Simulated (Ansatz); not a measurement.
### Question
Name crystals whose computed values (LDA in the plane-wave PAW code Ansatz) fall in these windows: highest Γ mode, no LO–TO term (cm⁻¹) 550 to 750; B₀ by P(V) fit (GPa) 260 to 320; G_Hill (GPa) 130 to 160.

### Answer


| crystal | highest Γ mode, no LO–TO term (cm⁻¹) | B₀ by P(V) fit (GPa) | G_Hill (GPa) |
|---|---|---|---|
| Ta2C, P-3m1 (Ta on 2d, C on 1a) | 674 | 282 | 147 |
| Mo2C, P-3m1 (Mo on 2d, C on 1b) | 634 | 299 | 157 |
Others may fit too.

Standing as an ambient phase not checked: Ta2C, P-3m1 (Ta on 2d, C on 1a); Mo2C, P-3m1 (Mo on 2d, C on 1b). All cells were relaxed under the symmetry of their starts (and spin orders); stability against distortions was not tested throughout. Rows with no word on spin ran without spin polarisation. Scalar-relativistic: spin–orbit coupling is off unless named, which matters more the heavier the elements.

Potentials: the later of the program's two PAW sets.
